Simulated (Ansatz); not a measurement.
The relaxed structure here is a generated cell of ZrO2: the first start was made by a random draw of sites in a space group, and the end was not matched to a known phase here, so it may be hypothetical. Known forms of ZrO2 include space group No. 14, 137, 225.

A structure of ZrO2 relaxed with PBEsol (plane waves to 420 eV, PAW, scalar-relativistic; Ansatz, a first-principles code); single points at other levels follow on the same geometry (Ansatz, PAW; HSE06 at 420 eV on a 4×4×6 k-mesh; no spin-orbit coupling). Space group P4₂/nnm (No. 134).

```cif
data_O4Zr2
_chemical_formula_sum 'O4 Zr2'
_space_group_name_H-M_alt 'P 1'
_space_group_IT_number 1
_cell_length_a 4.81814
_cell_length_b 4.81814
_cell_length_c 3.91048
_cell_angle_alpha 90.000
_cell_angle_beta 90.000
_cell_angle_gamma 90.000
loop_
_space_group_symop_operation_xyz
  'x, y, z'
loop_
_atom_site_label
_atom_site_type_symbol
_atom_site_fract_x
_atom_site_fract_y
_atom_site_fract_z
_atom_site_occupancy
O1 O 0.75000 0.75000 0.25000 1
O2 O 0.25000 0.25000 0.25000 1
O3 O 0.75000 0.25000 0.75000 1
O4 O 0.25000 0.75000 0.75000 1
Zr1 Zr 0.00000 0.00000 0.00000 1
Zr2 Zr 0.50000 0.50000 0.50000 1
```

| level | gap (eV) | kind | conduction minimum |
|---|---|---|---|
| PBEsol | 2.73 | direct | Γ |
| HSE06 | [?] | – | [?] |

Question: Some entries are withheld; supply them.

Answer: 
- HSE06, gap (eV): 4.25
- HSE06, conduction minimum: Γ

No spin polarisation in the result.

The run could not lose the symmetry of its start: the end is stationary, and may be a saddle point rather than a minimum.
